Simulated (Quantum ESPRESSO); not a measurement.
## One change at a time to Al2CuIr3MoPt

Calculated results; nothing here was measured. They come from Quantum ESPRESSO 7.5, a public plane-wave density functional program. Each row is one single-point run on a made-up periodic cell of eight metal atoms, with elements, volume, strain and displacements drawn at random and not relaxed, so a cell may be unstable or far from any real phase. There is no spin polarisation or spin-orbit coupling.

Settings: PBE unless stated; PseudoDojo standard norm-conserving files; Fermi-Dirac width 0.25 eV, which means electrons at about 2900 K; cutoff 1252 eV; 6 x 5 x 4 k mesh shifted half a step off Gamma. E is the free energy of the whole cell (internal energy minus TS), so a -TS column is already part of it. Stress is positive in tension, and the pressure P is minus a third of its trace.

Checks: one run of this series was repeated at a higher cutoff and on a denser mesh, which moved values by no more than 0.002 eV, 0.02 GPa and 0.005 eV/Å, and a second program with other atomic files agreed on it to 2 % rms in force and 0.5 GPa in pressure. Known limits: the copper pseudopotential is less sure than most, with forces differing by about three percent and pressure by about two GPa from a second method on plain copper; heavy elements are run without spin-orbit coupling, which real alloys of them have; a spin test at this wide smearing found no moment, but such smearing suppresses magnetism that the real alloy may have.

The lattice is hexagonal close-packed, and the cell vectors in Å are (4.186, -2.415, 0.067); (-2.841, 0.041, -4.588); (2.816, 4.873, -0.028), a volume of 124.03 Å³ in run 1. The elements on sites 1 to 8 are Cu Mo Al Ir Ir Ir Pt Al. Each later run makes one change to run 1 and keeps the rest. E is counted from run 1, and is n/a where other atomic files have another zero of energy.

```
run,change,V (Å³),P (GPa),-TS (eV),rms force (eV/Å),largest change of a force component (eV/Å),E (eV)
1,none,124.03,-8.72,-1.326,0.847,0.000,0.000
2,sites 4 and 8 exchanged,124.03,-9.66,-1.289,0.802,1.252,-0.425
3,all lengths scaled by +1.58 %,130.00,-15.95,-1.413,0.701,0.387,?
4,LDA in place of PBE,124.03,-19.73,-1.330,0.756,0.300,n/a
5,Re on site 4,124.03,-8.39,-1.272,0.776,0.619,n/a
6,site 1 moved by -0.09 Å along z,124.03,-8.33,-1.326,0.886,0.377,0.048
```

## Worked estimate

Along a uniform scaling dE = -P dV. The mean of the two pressures is -12.335 GPa and the volume changes by 5.97 Å³, with 160.2 GPa to one eV/Å³. The same two rows give -V dP/dV = 154 GPa for this cell with clamped atoms, which is not the bulk modulus of a real alloy.

## Withheld value

Question: what E should run 3 give?

The estimate is 0.460 eV. The calculation gave 0.466 eV. The mean of two end points misses the curvature of P, and the finite cutoff adds a little.
